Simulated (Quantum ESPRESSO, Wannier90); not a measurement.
**Tight-binding from DFT: KTaO3 (cubic perovskite)**

```xyz
5
Lattice="3.9949 0.0000 0.0000 0.0000 3.9949 0.0000 0.0000 0.0000 3.9949" Properties=species:S:1:pos:R:3 pbc="T T T"
K      1.9974     1.9974     1.9974
Ta     0.0000     0.0000     0.0000
O      0.0000     1.9974     0.0000
O      1.9974     0.0000     0.0000
O      0.0000     0.0000     1.9974
```

Materials Project entry mp-3614; symmetrised, unrelaxed at this level. COD (Crystallography Open Database) records the formula in this space group. Ideal cubic forms of this type are often high-temperature phases that distort on cooling; symmetry holds the cell here, and its stability was not tested. Method: PBEsol plane waves in Quantum ESPRESSO 7.5 (PseudoDojo norm-conserving files, 68 Ry, no spin polarisation, no spin-orbit coupling), Bloch states on a 8×8×8 mesh through Γ, Wannier90 4.0.1. Density: 8×8×8 mesh, cold smearing 0.01 Ry. Spin-orbit coupling is left out although heavy elements are present.

The plane-wave run has 38 bands and 40 electrons a cell. On the energy scale of pw.x, whose zero is arbitrary, the valence-band maximum lies at 8.56 eV.

Isolated groups of bands, relative to the valence-band maximum (bands from 21 on overlap up to the last one computed):

| bands | from (eV) | to (eV) | filling | weight on atomic waves |
|---|---|---|---|---|
| 1 | -67.52 | -67.51 | filled | Ta 5s 96 % |
| 2–4 | -34.11 | -34.01 | filled | Ta 5p 97 % |
| 5 | -27.10 | -27.04 | filled | K 3s 97 % |
| 6–8 | -17.40 | -15.75 | filled | O 2s 82 %, Ta 5d 9 %, Ta 6s 4 % |
| 9–11 | -10.99 | -10.57 | filled | K 3p 96 % |
| 12–20 | -5.56 | 0.00 | filled | O 2p 82 %, Ta 5d 13 % |

Input w.win, without the blocks of cell, atoms and k-points (512 lines):

```
num_bands = 27
num_wann = 14
exclude_bands = 1-11
num_iter = 1000
conv_tol = 1.0e-6
conv_window = 4
dis_num_iter = 1000
dis_conv_tol = 1.0e-6
dis_froz_max = 16.20
write_hr = true
write_u_matrices = true
begin projections
f=0.00208,0.00815,-0.00927: d
f=-0.00829,0.50645,-0.00681: p
f=0.49825,-0.01185,0.00362: p
f=-0.00458,-0.00807,0.50840: p
end projections
mp_grid = 8 8 8
```

wannier90.x stops with:
```
dis_windows: More states in the frozen window than target WFs
```
At some k-point more bands lie below dis_froz_max than there are Wannier functions, and every frozen state has to fit into the subspace. Mended as below, all else unchanged, the run goes through (Ω_I = 13.6 Å²) and follows the plane-wave bands to 0.5 meV rms (states up to 3.1 eV relative to the valence-band maximum).
```
dis_froz_max = 12.20
```
